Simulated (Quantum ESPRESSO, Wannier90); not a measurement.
## Tight-binding from DFT: Sn₂SeS (Pmc2₁)

```xyz
8
Lattice="4.0385 0.0000 0.0000 0.0000 4.6518 0.0000 0.0000 0.0000 11.4896" Properties=species:S:1:pos:R:3 pbc="T T T"
Sn     0.0000     0.4902    -4.3955
Sn     0.0000    -0.4902     1.3493
Sn     2.0192     1.6680     4.3324
Sn     2.0192    -1.6680    -1.4124
Se     0.0000    -1.1314     4.0530
Se     0.0000     1.1314    -1.6918
S      2.0192    -1.1884    -3.9899
S      2.0192     1.1884     1.7549
```

Cell from Materials Project (mp-1218960), symmetrised, no further relaxation. Not found in the COD (Crystallography Open Database) copy used; not checked further. Level: PBEsol, no spin polarisation, no spin-orbit coupling; pw.x of Quantum ESPRESSO at 69 Ry with PseudoDojo potentials, 4×4×4 k-points, Wannier90. Density: 8×8×4 mesh, Gaussian smearing 0.01 Ry. The cell is built of weakly bound layers, chains or molecules, whose nearest atoms lie 3.45 Å apart. Database cells relaxed without dispersion often hold them too far apart, which can enlarge gaps and weakens couplings between them; spacing and stacking were not compared with the measured crystal. Spin-orbit coupling is left out although heavy elements are present.

Bands 31-50 form an isolated set from -13.68 to 0.00 eV relative to the valence-band maximum (on the path) and are turned into 20 Wannier functions by minimising the spread from the start: SCDM (isolated).

Q: Where do the functions sit, how wide are they and what are they made of?

A: 
```tsv
functions	spread (Å²)	nearest atom, distance (Å)	second atom, distance (Å)	weight on atomic waves
6	1.92	S 0.76	Sn 1.88	S 3p 57 %, Sn 5p 21 %, S 3s 17 %
2	1.87	S 0.48	Sn 2.85	S 3p 56 %, S 3s 35 %, Sn 5p 5 %
4	2.23	Se 0.79	Sn 1.96	Se 4p 56 %, Sn 5p 23 %, Se 4s 16 %
2	2.27	Se 0.53	Sn 2.96	Se 4p 52 %, Se 4s 36 %, Sn 5p 10 %
2	2.31	Se 0.80	Sn 1.98	Se 4p 55 %, Sn 5p 20 %, Se 4s 18 %
2	2.93	Sn 0.41	S 2.89	Sn 5s 81 %, Sn 5p 15 %
2	3.03	Sn 0.42	S 2.92	Sn 5s 80 %, Sn 5p 16 %
```

Ω_I = 40.39 Å², Ω_total = 45.26 Å²; the interpolated bands follow pw.x to 20 meV rms on the path. It is the lowest total spread that any start reached here.
